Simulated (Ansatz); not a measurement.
Relaxed-ion elastic tensor of ZnCu (CsCl type, space group No. 221) in GPa (Voigt order), PBE (plane waves, PAW; program Ansatz); density 8.23 g/cm³, 13.01 Å³ per atom.

|  | 1 | 2 | 3 | 4 | 5 | 6 |
|---|---|---|---|---|---|---|
| 1 | 121 | 112 | 112 | 0.0 | 0.0 | 0.0 |
| 2 | 112 | 121 | 112 | 0.0 | 0.0 | 0.0 |
| 3 | 112 | 112 | 121 | 0.0 | 0.0 | 0.0 |
| 4 | 0.0 | 0.0 | 0.0 | 84.8 | 0.0 | 0.0 |
| 5 | 0.0 | 0.0 | 0.0 | 0.0 | 84.8 | 0.0 |
| 6 | 0.0 | 0.0 | 0.0 | 0.0 | 0.0 | 84.8 |

Problem. Is the crystal mechanically stable?

Solution. Yes: the smallest eigenvalue of C is 9.3 GPa.

Problem. Work out the Voigt and Reuss bounds. Is their mean of use?

Solution. K_V = 115, K_R = 115; G_V = 52.7, G_R = 10.7 GPa. The bounds lie so far apart that a Hill average or a Debye temperature from it would say little.

Space group Pm-3m (CsCl type). The PBE relaxation kept the symmetry of its start; phonons on a q-mesh show no instability. The run is not spin-polarised. As this level gives no gap, shear constants depend on the k-mesh and smearing (Fermi–Dirac, 0.1 eV here).

Potentials: the later of the program's two PAW sets.
